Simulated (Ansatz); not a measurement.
C:
Space group P6/mmm (No. 191); a = 6.8448 Å, b = 6.8448 Å, c = 3.5708 Å, α = 90.00°, β = 90.00°, γ = 120.00°

| atom | site | symmetry | x | y | z |
|---|---|---|---|---|---|
| C | 6j | m2m | 0.0000 | 0.2072 | 0.0000 |
| C | 6j | m2m | 0.0000 | 0.4114 | 0.0000 |

Relaxed at zero pressure with DFT-r²SCAN+D4 in the program Ansatz with PAW potentials.

Problem. The volume is lowered by 9 % and shape and atoms relax at that volume. What pressure results, and how do the axes share the change?

Solution. 2.1 GPa; a -0.3 %, b -0.3 %, c -8.5 %; the energy rises by 7 meV/atom.

Problem. Give the new structure.

Solution. 
Space group P6/mmm (No. 191); a = 6.8262 Å, b = 6.8262 Å, c = 3.2671 Å, α = 90.00°, β = 90.00°, γ = 120.00°

| atom | site | symmetry | x | y | z |
|---|---|---|---|---|---|
| C | 6j | m2m | 0.0000 | 0.2077 | 0.0000 |
| C | 6j | m2m | 0.0000 | 0.4111 | 0.0000 |

The phase is kept; no other phase was compared at this pressure.

The start of the workflow was typed in or built on a structure type; the Crystallography Open Database copy checked does not list it. It is not the phase usual at ambient conditions (space group No. 194, 227). Symmetry was held in the r²SCAN+D4 relaxation. At this level the phase is mechanically unstable.

Potentials: the later of the program's two PAW sets.
